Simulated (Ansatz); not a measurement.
CdGaNO:
```
CdGaNO
1.0
    3.28651     0.00000     0.00000
   -1.64325     2.84620     0.00000
    0.00000     0.00000     5.70068
Ga Cd O N
1 1 1 1
Direct
  0.33333   0.66667   0.50127
  0.66667   0.33333   0.98040
  0.33333   0.66667   0.17216
  0.66667   0.33333   0.59616
```

Relaxed with r²SCAN. Special points in fractions of this cell's reciprocal vectors: Γ (0.000, 0.000, 0.000); M (0.500, 0.000, 0.000); K (0.333, 0.333, 0.000); A (0.000, 0.000, 0.500); L (0.500, 0.000, 0.500); H (0.333, 0.333, 0.500).

### Question
List the band energies nearest the valence-band maximum at these points for r²SCAN in the plane-wave PAW code Ansatz.

### Answer
In eV from the valence-band maximum; about four levels below and three above (degenerate sets whole), none deeper than 8.9 eV; points with the same levels are listed once.

```
k                        below           above
-  ---------------------------  --------------
Γ  -1.08 -1.08 -0.60 0.00 0.00  0.87 4.90 8.20
M      -3.14 -2.31 -1.36 -0.70  5.10 5.87 6.76
K      -3.59 -2.76 -1.68 -1.39  5.97 7.31 7.54
A      -0.86 -0.86 -0.22 -0.22  3.19 3.98 8.17
L      -2.43 -1.70 -1.34 -0.92  4.49 4.95 7.70
H      -3.55 -2.54 -2.08 -0.62  6.15 6.60 7.40
```

Space group P3m1. The start of the workflow was typed in or built on a structure type; neither database checked (COD, Materials Project) lists it. Its standing as an ambient phase is unchecked. The cell was relaxed with r²SCAN under the symmetry of its start; whether a distortion lowers the energy is not shown. Spin–orbit coupling is left out wherever it is not named.

Potentials: the earlier of the program's two PAW sets.
